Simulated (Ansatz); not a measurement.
**What DFT gives for YTlPd**

```xyz
9
Lattice="3.8856 6.7300 0.0000 -3.8856 6.7300 0.0000 0.0000 0.0000 3.7622" Properties=species:S:1:pos:R:3 pbc="T T T"
Pd    0.0000    0.0000    1.8811
Tl   -1.9816    6.7300    0.0000
Tl    2.9336    5.0811    0.0000
Tl   -0.9520    1.6488    0.0000
Pd   -0.0004    4.4869    0.0000
Pd    0.0004    8.9731    0.0000
Y     0.6605    6.7300    1.8811
Y     1.6125    2.7929    1.8811
Y    -2.2731    3.9370    1.8811
```

Level: r2SCAN, with U_eff = 3.32 eV on Pd d (all-electron-ortho-atomic projectors), no spin polarisation; 500 eV; 5×5×9 Γ-centred mesh; fermi-dirac occupations (width 0.1 eV); Ansatz 0.2.0, fixed geometry.

Q: What do density and ELF say about some of the short contacts?

A: Pd–Tl at 2.68 Å: least valence density 0.37 e/Å³ and ELF 0.23 there. Pd–Y at 3.00 Å: least valence density 0.19 e/Å³ and ELF 0.15 there. Y–Tl at 3.24 Å: least valence density 0.13 e/Å³ and ELF 0.10 there. Both are smooth PAW fields, read partly inside the augmentation spheres.

Q: Is the cell too large or too small?

A: The pressure is 3.4 GPa (compression positive), so with the atoms held at these fractions the cell would first expand; the forces are large, so a full relaxation may end otherwise. The principal stresses 2.4, 2.4, 5.5 GPa differ, so its shape would change too.

Q: How is the charge shared?

A: Bader charges in e: Y +1.73, Tl -0.48, Pd -1.48 to -0.81. In the mean Y gives up most and Pd takes most.

Q: Metal or insulator?

A: It is a metal, with about 5.4 states/eV a cell as the mean within 0.25 eV of the Fermi level, mostly Y d (49 %) and Tl p (34 %).

Q: Where is the largest force?

A: The largest is on Tl4 (and as large on other atoms): 1.44 eV/Å, components (-0.72, 1.25, 0.00). It makes 135° with the line to a nearest neighbour, Pd1 at 2.68 Å, pointing away from it.

Origin: a database entry at a rescaled volume. Caveats: a Hubbard term without moments, so a magnetic state may lie lower.
